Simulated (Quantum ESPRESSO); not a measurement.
## Kohn-Sham bands of SrCl₂ (fluorite)

```yaml
crystal:
  lattice:
    - [0.00000, 3.49974, 3.49974]
    - [3.49974, 0.00000, 3.49974]
    - [3.49974, 3.49974, 0.00000]
  atoms:
    - { symbol: Sr, position: [0.00000, 0.00000, 0.00000] }
    - { symbol: Cl, position: [0.75000, 0.75000, 0.75000] }
    - { symbol: Cl, position: [0.25000, 0.25000, 0.25000] }
```

Structure: Materials Project mp-23209, symmetrised, not relaxed again. COD (Crystallography Open Database) has an entry of this formula and space group (matched by these alone). Method: PBEsol plane waves in Quantum ESPRESSO 7.5 (PseudoDojo norm-conserving files, 55 Ry, no spin polarisation, no spin-orbit coupling), Bloch states on a 8×8×8 mesh through Γ, Wannier90 4.0.1. Density: 8×8×8 mesh, cold smearing 0.01 Ry.

Energies are relative to the valence-band maximum; weights are on the orthonormalised atomic waves of the pseudopotential files, averaged over the group. 24 electrons a cell are treated as valence.

Into which isolated groups do the bands fall, where do they lie and what are they made of?


```csv
bands,from (eV),to (eV),filling,weight on atomic waves
1,-32.79,-32.79,filled,Sr 4s 99 %
2–4,-15.15,-14.80,filled,"Sr 4p 94 %, Cl 3s 4 %"
5–6,-13.26,-12.41,filled,"Cl 3s 89 %, Sr 4p 7 %"
7–12,-2.77,0.00,filled,Cl 3p 96 %
```

The Kohn-Sham gap over both meshes and the path is 5.11 eV.
